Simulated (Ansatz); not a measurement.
The start is a relaxed VSi2 cell shaken by Gaussian noise of σ = 0.08 Å a coordinate. The cell and all atomic positions are relaxed at zero pressure with PBEsol (plane waves to 420 eV, PAW, scalar-relativistic; Ansatz, an electronic-structure program). The first steps use a coarse 4×4×9 k-mesh.

The start:
```
VSi2
1.0
    7.92055     0.00000     0.00000
   -3.96028     6.85940     0.00000
    0.00000     0.00000     2.57918
Si V
6 3
Direct
  0.64943   0.81627   0.91548
  0.16749   0.81396   0.99354
  0.18347   0.38379   0.99118
  0.80194   0.61619   0.02329
  0.83227   0.17243   0.99552
  0.36857   0.17405   0.02666
  0.01067   0.99488   0.97696
  0.30875   0.65796   0.54866
  0.67181   0.32983   0.51697
```

**Question.** What pressure does the first self-consistent step give?

**Answer.** +3 GPa (positive: the cell is compressed).

**Question.** Which atoms feel the largest initial force, and how large is it?

**Answer.** About 3.5 eV/Å, on V8 (atoms numbered as listed).

**Question.** How much energy is released per atom?

**Answer.** 0.10 eV/atom.

**Question.** Does it find its way back to the structure it was made from?

**Answer.** It relaxes back to the parent, P6/mmm (No. 191).

**Question.** What band gap does the relaxed structure have at this level?

**Answer.** Zero (metallic).

Final values are on a 7×7×18 k-mesh of the relaxed cell. No spin polarisation in the result. The relaxed primitive cell holds an odd number of electrons. A magnetic state may lie lower.

The relaxed structure here is a generated cell of VSi2: the first start was made by a random draw of sites in a space group, and the end was not matched to a known phase here, so it may be hypothetical.
